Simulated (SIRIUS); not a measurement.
**Small calculations from the output for TiO₂ (C2/c, 6 atoms in the cell; from Materials Project mp-34688, lattice scaled a little)**

```
TiO2
1.0
    2.64542    -2.64603     0.00000
    2.64542     2.64603     0.00000
   -2.57454     0.00000     4.68919
Ti O
2 4
Direct
  0.13411   0.86589   0.25000
  0.86589   0.13411   0.75000
  0.33122   0.08876   0.66715
  0.66878   0.91124   0.33285
  0.91124   0.66878   0.83285
  0.08876   0.33122   0.16715
```

Method: LDA (PW92), PseudoDojo 0.4 standard norm-conserving LDA (tails mended) pseudopotentials (plane waves; SIRIUS).

Main settings: parameters.ngridk = 5 5 3; parameters.xc_functionals = [XC_LDA_X, XC_LDA_C_PW]; parameters.gk_cutoff = 9.165 1/bohr; parameters.pw_cutoff = 18.331 1/bohr; parameters.smearing = gaussian; parameters.smearing_width = 0.000734986 Ha; potentials = PseudoDojo 0.4 standard norm-conserving LDA (tails mended) pseudopotentials; parameters.electronic_structure_method = pseudopotential.

The structure comes from a collection of computed structures, made at another level of theory; the collection holds predicted forms beside known ones. Its lattice was then scaled.

The cell holds 443.0 bohr³ and the plane-wave cutoff is 84.0 Ry.

Q: How many plane waves does a k-point need, and how does the count grow with the cutoff?

A: In Rydberg units |k + G|² ≤ E, a sphere of radius √84.0 = 9.165 bohr⁻¹. Each G takes (2π)³/V of reciprocal space, so N = V E^(3/2)/(6π²) = 443.0 × 769.9/59.218 = 5759. The program's largest count at a k-point is 5778; single k-points scatter about the estimate. The count grows as E^(3/2): 20 % more cutoff means 31 % more plane waves.

The cell was also run at V = 64.991 Å³ (F = -5036.84358 eV, P = 3.59 GPa) and V = 66.304 Å³ (F = -5036.85309 eV, P = -1.28 GPa), scaled uniformly; the base has V = 65.647 Å³, P = 1.09 GPa and F₀ = -5036.85332 eV.

Q: Check the pressure against the energies, and estimate the bulk modulus and the volume of zero pressure.

A: P = −dF/dV ≈ −(-0.00951 eV)/(1.313 Å³) = 0.00724 eV/Å³; times 160.218 GPa per eV/Å³ this is 1.16 GPa, against 1.09 GPa from the stress tensor. B = −V dP/dV ≈ −65.647 × (-4.87 GPa)/(1.313 Å³) = 243 GPa at this volume. The curvature of the energies, B = V (F₊ + F₋ − 2F₀)/(ΔV/2)², gives 243 GPa. To first order the pressure vanishes at V0 ≈ V(1 + P/B) = 65.94 Å³, so all lengths change by about 0.15 %. Shape and fractional positions were held, which usually makes B too large where they are free.

A band-structure run on this density gave a gap of 2.15 eV along the path. From the bottom of the conduction band at Γ toward Y, the level moves away from the edge by 0.0352 eV at Δk = 0.0632 Å⁻¹ and by 0.1345 eV at Δk = 0.1265 Å⁻¹.

Q: Estimate the effective masses, and the wavelength of a photon at the gap.

A: For a parabola ΔE = ħ²Δk²/(2m*), with ħ²/(2mₑ) = 3.810 eV Å², so m*/mₑ = 3.810 Δk²/ΔE. At the bottom of the conduction band: 3.810 × 0.0632²/0.0352 = 0.43 from the nearer point and 0.45 from the farther. Where the two differ the band is not parabolic over this range, and the mass at the edge lies beyond the nearer value. These are masses along one direction, for the outermost band, at this level of theory and without spin-orbit coupling. The gap corresponds to λ = 1239.8 nm eV/2.15 eV = 577 nm (the gap is indirect, so absorption there needs a phonon); semi-local functionals usually give gaps below the measured ones.

“Tails mended”: in these copies of the files the far tail of each local potential was reset to the Coulomb form.
